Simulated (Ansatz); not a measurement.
Ag (hcp (Mg type), space group No. 194) under volume change, PBEsol in the plane-wave PAW code Ansatz, shape and atoms relaxed at each volume.

| V (Å³/atom) | E − E(relaxed) (meV/atom) | P (GPa) |
|---|---|---|
| 15.191 | 61.4 | 14.53 |
| 15.692 | … | … |
| 16.193 | 5.9 | 3.92 |
| 16.693 | 0.0 | 0.00 |
| 17.194 | 5.2 | -3.21 |
| 17.695 | 19.5 | -5.83 |
| 18.196 | … | … |

Problem. Fill in the missing entries.

Solution. 
- 15.692, E − E(relaxed) (meV/atom): 25.4
- 15.692, P (GPa): 8.70
- 18.196, E − E(relaxed) (meV/atom): 41.1
- 18.196, P (GPa): -7.94

Problem. What does a third-order Birch–Murnaghan fit give for V₀, B₀ and B′?

Solution. V₀ = 16.69 Å³/atom, B₀ = 118 GPa, B′ = 5.7.

Space group P6_3/mmc (hcp (Mg type)). The first step of the workflow began from a Materials Project structure, measured or hypothetical; the Crystallography Open Database files this formula in space group No. 194, but the cells were not matched. It is not the phase usual at ambient conditions (space group No. 225). The PBEsol relaxation kept the symmetry of its start; whether a distortion lowers the energy is not shown. The run is not spin-polarised.

Potentials: the earlier of the program's two PAW sets. The files were generated under PBE; for other functionals the program regenerates the frozen cores, and for LDA and PBEsol the local potential too.
